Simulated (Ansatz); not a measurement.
FeCo:
```
FeCo
1.0
    2.80048     0.00000     0.00000
    0.00000     2.80048     0.00000
    0.00000     0.00000     2.80048
Fe Co
1 1
Direct
  0.00000   0.00000   0.00000
  0.50000   0.50000   0.50000
```
Starting moments (μB, in the order of the atoms Fe Co): 2.8 1.8.

Relaxed with PBEsol. Special points in fractions of this cell's reciprocal vectors: Γ (0.000, 0.000, 0.000); X (0.000, 0.500, 0.000); M (0.500, 0.500, 0.000); R (0.500, 0.500, 0.500).

**Question.** List the band energies nearest the Fermi level at these points for DFT-PBEsol in the program Ansatz with PAW potentials.

**Answer.** In eV from the Fermi level; about four levels below and three above (degenerate sets whole), none deeper than 8.9 eV; … stands for higher levels left out; points with the same levels are listed once.

| k | below | above |
|---|---|---|
| Γ ↑ | -1.93 -1.93 -0.78 -0.78 -0.78 | 9.21 9.21 9.21 |
| X ↑ | -2.01 -2.00 -0.84 -0.46 | 16.31 16.31 … |
| M ↑ | -0.51 -0.51 -0.33 -0.33 | 6.42 6.62 … |
| R ↑ | -1.86 -1.86 -1.56 -1.56 | 7.85 7.85 7.85 |
| Γ ↓ | -3.88 -3.88 -1.26 -1.26 -1.26 | 0.75 0.75 1.63 1.63 1.63 |
| X ↓ | -1.21 -1.21 -0.39 -0.36 -0.36 | 0.69 1.18 2.16 |
| M ↓ | -2.49 -2.49 -0.13 -0.13 | 0.46 0.51 0.79 |
| R ↓ | -2.81 -2.81 -2.81 -2.43 -2.43 -2.43 | 0.55 0.55 1.55 1.55 |

Space group Pm-3m (CsCl type). The cell was relaxed with PBEsol under the symmetry of its start. The final state is ferromagnetic, chosen from 5 collinear starts compared on coarse meshes (ties went to the first, and starts can fall back to one state), not a proven ground state. Textbook magnetic order: ferromagnetic.

Potentials: the later of the program's two PAW sets.
